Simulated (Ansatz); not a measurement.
Data:

Fe₂Si:
```yaml
crystal:
  lattice:
    - [3.40296, 0.00000, 0.00000]
    - [0.00000, 3.40296, 0.00000]
    - [0.00000, 0.00000, 6.13666]
  atoms:
    - { symbol: Fe, position: [0.00000, 0.00000, 0.00000], spin: 2.1 }
    - { symbol: Fe, position: [0.50000, 0.50000, 0.00000], spin: 2.1 }
    - { symbol: Fe, position: [0.50000, 0.00000, 0.35141], spin: 1.9 }
    - { symbol: Fe, position: [0.00000, 0.50000, 0.64859], spin: 1.9 }
    - { symbol: Si, position: [0.50000, 0.00000, 0.72485], spin: -0.2 }
    - { symbol: Si, position: [0.00000, 0.50000, 0.27515], spin: -0.2 }
```

This is the PBE-relaxed structure.

**Question.** All from the program Ansatz at the PBE level (PAW), unless another level is named. Give the electronic character.

**Answer.** metallic (no gap).

**Question.** And the density of states at the Fermi level?

**Answer.** 0.59 states/eV per atom (mean over ±0.08 eV).

**Question.** Next, the formation energy from the elements (no fitted shifts)?

**Answer.** -0.27 eV/atom.

Space group P4/nmm. A made-up cell: these elements were put on the sites of a structure type; neither database checked (COD, Materials Project) lists it. Whether it is the stable phase at ambient conditions was not checked. The cell was relaxed with PBE under the symmetry of its start; its stability against distortions is not shown here. Spin order of the final state: ferromagnetic, chosen from 5 collinear starts compared on coarse meshes (ties went to the first, and starts can fall back to one state), not a proven ground state. The references are the lowest solids computed at this level, not always the standard phases.

Potentials: the later of the program's two PAW sets.
